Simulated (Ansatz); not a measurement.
ZnGeP$_{2}$:
```yaml
crystal:
  lattice:
    - [-2.71198, 2.71198, 5.35491]
    - [2.71198, -2.71198, 5.35491]
    - [2.71198, 2.71198, -5.35491]
  atoms:
    - { symbol: Zn, position: [0.75000, 0.25000, 0.50000] }
    - { symbol: Zn, position: [0.00000, 0.00000, 0.00000] }
    - { symbol: Ge, position: [0.25000, 0.75000, 0.50000] }
    - { symbol: Ge, position: [0.50000, 0.50000, 0.00000] }
    - { symbol: P, position: [0.12666, 0.12500, 0.50166] }
    - { symbol: P, position: [0.62334, 0.62500, 0.49834] }
    - { symbol: P, position: [0.37500, 0.87334, 0.99834] }
    - { symbol: P, position: [0.87500, 0.37666, 0.00166] }
```

Cartesian axes are those of the cell as given.

Task: Give the proper piezoelectric stress tensor with relaxed ions from DFT-PBEsol in the program Ansatz with PAW potentials.

Result: In C/m², rows x, y, z, Voigt columns; mesh uncertainty up to 0.01.
```
0.00  0.00  0.00  0.04  0.00  0.00
0.00  0.00  0.00  0.00  0.04  0.00
0.00  0.00  0.00  0.00  0.00  0.08
```

The elastic tensor of the same run (GPa):

```csv
,1,2,3,4,5,6
1,131,59.1,60.2,0.0,0.0,0.0
2,59.1,131,60.2,0.0,0.0,0.0
3,60.2,60.2,130,0.0,0.0,0.0
4,0.0,0.0,0.0,66.1,0.0,0.0
5,0.0,0.0,0.0,0.0,66.1,0.0
6,0.0,0.0,0.0,0.0,0.0,65.6
```

Task: Convert to strain constants d = e·S.

Result: In pC/N:
```
0.0  0.0  0.0  0.6  0.0  0.0
0.0  0.0  0.0  0.0  0.6  0.0
0.0  0.0  0.0  0.0  0.0  1.3
```

Space group I-42d (chalcopyrite). The cell was relaxed with PBEsol under the symmetry of its start.

Potentials: the later of the program's two PAW sets.
